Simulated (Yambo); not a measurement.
CsMo2AlO8: sweep of GW parameters

G0W0@PBEsol for CsMo$_{2}$AlO$_{8}$ (space group P-3m1, No. 164) in Yambo. Reference settings: 3×3×1 Γ-centred k mesh, bands 3 to 251 and a 6 Ry block in the screening, 251 bands in G with the Bruneval-Gonze terminator, plasmon pole fitted at 27.2 eV. The PBEsol gap Γ → Γ on this mesh is 3.67 eV; G0W0 gaps are taken between the same points.

```
change from the reference       G0W0 gap Γ → Γ (eV)  shift of the valence edge (eV)        rough Yambo cost
------------------------------  -------------------  ------------------------------  ----------------------
reference settings                             6.35                           -0.80                       1
106 bands in W, 106 bands in G                 6.52                           -0.66               about 1/2
168 bands in G                                 6.37                           -0.78                       –
126 bands in W                                 6.41                           -0.72               about 1/2
5 Ry block                                     6.36                           -0.79  within a factor of two
no random integration                          6.36                           -0.81                       –
106 bands in G, no terminator                  6.68                           -0.19                       –
```

The reference isn't shown to be the converged limit. Costs are rough (shared machines), scaled to the same edge states, and given only for runs that recompute the screening.

Spin-orbit splittings are left out.

Geometry of the Materials Project entry, not relaxed at this level; primitive cell a = b = 5.6503 Å, c = 8.2648 Å, α = β = 90.00°, γ = 120.00°.

A shift is the quasiparticle energy of the state minus its PBEsol energy.
